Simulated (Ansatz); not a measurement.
LaGa6Pd:
```yaml
crystal:
  lattice:
    - [4.39690, 0.00000, 0.00000]
    - [0.00000, 4.39690, 0.00000]
    - [0.00000, 0.00000, 7.85607]
  atoms:
    - { symbol: La, position: [0.00000, 0.00000, 0.00000] }
    - { symbol: Ga, position: [0.50000, 0.00000, 0.66973] }
    - { symbol: Ga, position: [0.50000, 0.00000, 0.33027] }
    - { symbol: Ga, position: [0.00000, 0.50000, 0.66973] }
    - { symbol: Ga, position: [0.00000, 0.50000, 0.33027] }
    - { symbol: Ga, position: [0.50000, 0.50000, 0.15403] }
    - { symbol: Ga, position: [0.50000, 0.50000, 0.84597] }
    - { symbol: Pd, position: [0.00000, 0.00000, 0.50000] }
```

Relaxed with r²SCAN. Special points in fractions of this cell's reciprocal vectors: Γ (0.000, 0.000, 0.000); X (0.000, 0.500, 0.000); M (0.500, 0.500, 0.000); Z (0.000, 0.000, 0.500); R (0.000, 0.500, 0.500); A (0.500, 0.500, 0.500).

List the band energies nearest the Fermi level at these points for DFT-r²SCAN in the program Ansatz with PAW potentials.

In eV from the Fermi level; about four levels below and three above (degenerate sets whole), none deeper than 8.9 eV; points with the same levels are listed once.

```json
[
 {"k": "Γ", "below": "-1.10 -1.05 -0.94 -0.94", "above": "0.77 1.09 1.09"},
 {"k": "X", "below": "-3.19 -1.91 -0.83 -0.15", "above": "0.02 0.33 0.64"},
 {"k": "M", "below": "-2.36 -2.36 -2.31 -2.20", "above": "1.84 1.84 1.89"},
 {"k": "Z", "below": "-2.80 -1.22 -1.05 -1.05", "above": "1.50 1.55 1.74"},
 {"k": "R", "below": "-1.60 -0.54 -0.19 -0.05", "above": "1.00 1.91 2.02"},
 {"k": "A", "below": "-3.03 -2.80 -2.53 -2.53", "above": "1.20 1.58 1.58"}
]
```

Space group P4/mmm. The first step of the workflow began from a Materials Project structure, measured or hypothetical; the Crystallography Open Database copy checked does not list it. Whether it is the stable phase at ambient conditions was not checked. The cell was relaxed with r²SCAN under the symmetry of its start; its stability against distortions is not shown here. No spin polarisation was allowed. Scalar-relativistic: spin–orbit coupling is off unless named, which matters more the heavier the elements.

Potentials: the later of the program's two PAW sets.
